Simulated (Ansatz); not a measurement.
SnS:
```xyz
8
Lattice="11.1610 0.0000 0.0000 0.0000 3.9995 0.0000 0.0000 0.0000 4.2619" Properties=species:S:1:pos:R:3 pbc="T T T"
Sn     6.9031     0.9999     1.6532
Sn     4.2580     2.9996     2.6088
Sn     9.8385     2.9996     3.7841
Sn     1.3225     0.9999     0.4778
S      3.9386     0.9999     0.1066
S      7.2225     2.9996     4.1553
S      1.6419     2.9996     2.2376
S      9.5191     0.9999     2.0244
```

PBE+D3(BJ) in the plane-wave PAW code Ansatz gives a gap of 0.65 eV without spin–orbit coupling, maximum on the Γ–Z line, 88 % of the way from Γ, minimum on the Y–Γ line, 36 % of the way from Y.

Problem. What happens when spin–orbit coupling is switched on?

Solution. The gap falls by 0.02 eV, to 0.63 eV; maximum on the Γ–Z line, 88 % of the way from Γ, minimum on the Y–Γ line, 36 % of the way from Y.

Problem. Give the electron effective mass with spin–orbit coupling.

Solution. 0.093, 0.18, 0.67 mₑ (principal values).

Problem. Give the hole effective mass with spin–orbit coupling.

Solution. 0.17, 0.17, 1.9 mₑ (principal values).

Space group Pnma. Symmetry was held in the PBE+D3(BJ) relaxation.

Potentials: the later of the program's two PAW sets.
